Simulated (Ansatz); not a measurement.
Here is the system:

KMgF₃ (cubic perovskite, Pm-3m), a = b = c = 3.9085 Å, α = β = γ = 90.00°.

This is the LDA-relaxed structure.

Question: All from DFT-LDA in the program Ansatz with PAW potentials, unless another level is named. Predict the zero-point energy.

Answer: 50.2 meV/atom.

Question: Next, the highest zone-centre frequency (without LO–TO term)?

Answer: 15.38 THz.

Question: Give the Hill bulk and shear moduli.

Answer: 86.3 and 53.7 GPa.

Question: Predict the elastic constants (relaxed ions, GPa).

Answer: C11 = 167, C12 = 45.7, C44 = 49.5.

Question: Next, the vibrational entropy at 300 K?

Answer: 24.0 J/(K·mol of atoms).

The LDA relaxation kept the symmetry of its start; phonons on a q-mesh show no instability.

Potentials: the later of the program's two PAW sets.
